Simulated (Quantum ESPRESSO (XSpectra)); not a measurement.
## The core hole at the Si K edge of ZrSi2 (Cmcm)

```xyz
6
Lattice="1.8417 -7.4356 0.0000 1.8417 7.4356 0.0000 0.0000 0.0000 3.6732" Properties=species:S:1:pos:R:3 pbc="T T T"
Zr     1.8417    -5.8606     0.9183
Zr     1.8417     5.8606     2.7549
Si     1.8417     0.7653     2.7549
Si     1.8417    -0.7653     0.9183
Si     1.8417     3.7141     0.9183
Si     1.8417    -3.7141     2.7549
```

Geometry: Materials Project entry mp-1515 (a computed structure). The cell is the entry's, not relaxed again.

Absorber: atom 3, Si on Wyckoff site c (site symmetry m2m), with 2 Si at 2.39 Å, 4 Zr at 2.72 Å, 2 Zr at 2.98 Å.

All values are from Quantum ESPRESSO (XSpectra) (LDA, no, half or full core hole, dipole K-edge X-ray absorption, plane waves, Troullier-Martins potentials made with ld1.x and PseudoDojo potentials for the other elements (Perdew-Zunger form enforced), scalar-relativistic, no spin, constant broadening).

Full-hole run: 24-atom cell (absorber images 7.3 Å apart), 56 Ry, k meshes 4×4×4 (SCF) and 4×4×4 (spectrum), Lorentzian half width 0.7 eV. The ground-state test found no gap over 0.25 eV with this functional, so the cell is neutral with smeared occupations; energies count from the Fermi level. Field directions run: x; y; z, weighted by the site's symmetry in the crystal. Intensities are scaled to a mean of 1 over 0–35 eV.

The half-hole run shares these settings; the run without a hole takes the primitive cell with a 8×8×8 mesh.

```
core hole              mean 0–10 eV  mean 10–20 eV  mean 20–30 eV  highest value below 30 eV
---------------------  ------------  -------------  -------------  -------------------------
none (primitive cell)          1.09           1.06           0.96                        1.3
half                           1.20           1.02           0.91                        1.4
full                           1.28           1.00           0.87                        1.5
```

From no hole to a full hole the mean over the first 10 eV goes from 1.09 through 1.20 to 1.28: the hole pulls absorption towards the edge. The cell size was not varied. Each run counts from its own energy zero.
